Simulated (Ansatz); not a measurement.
Total density of states per atom from plane-wave PAW r²SCAN (Ansatz code), in 0.25 eV bins, energy from the Fermi level:

```tsv
E (eV)	states/eV/atom
-7.25	0.00
-7.00	0.02
-6.75	0.04
-6.50	0.05
-6.25	0.07
-6.00	0.08
-5.75	0.09
-5.50	0.10
-5.25	0.12
-5.00	0.13
-4.75	0.15
-4.50	0.17
-4.25	0.20
-4.00	0.23
-3.75	0.29
-3.50	0.46
-3.25	0.78
-3.00	0.94
-2.75	1.13
-2.50	1.43
-2.25	1.10
-2.00	0.79
-1.75	0.59
-1.50	1.35
-1.25	1.82
-1.00	1.94
-0.75	1.78
-0.50	1.85
-0.25	1.52
0.00	1.55
0.25	1.18
0.50	0.74
0.75	0.46
1.00	0.46
1.25	0.54
1.50	0.72
1.75	1.19
2.00	1.50
2.25	1.67
2.50	1.90
2.75	2.41
3.00	2.86
3.25	2.46
3.50	1.76
3.75	1.04
4.00	0.71
4.25	0.62
4.50	0.42
4.75	0.37
```

### Question
Pick the material that matches.
A) V, simple rhombohedral
B) PrHSe, P6_3/mmc (Pr on 2c, H on 2d, Se on 2a)
C) Sn, hcp (Mg type)
D) VBiO4, I4_1/a (V on 4a, Bi on 4b, O on 16f)

### Answer
A, V, simple rhombohedral. Within 0.5 eV of the Fermi level: V 3d 87 %, V 4s 7 %, outside the projected shells 6 %. Projections are on Löwdin-orthogonalised atomic valence shells; empty p or d shells of many metals are not among them.

Space group R-3m (simple rhombohedral). The start of the workflow was typed in or built on a structure type; neither database checked (COD, Materials Project) lists it. It is not the phase usual at ambient conditions (space group No. 229). The r²SCAN relaxation kept the symmetry of its start; its stability against distortions is not shown here. The workflow began spin-polarised and lost its moments. The cell computed holds one magnetic atom, so no antiferromagnetic order was within reach. The volume moved by 25 % from the start of the relaxation.

Potentials: the later of the program's two PAW sets.
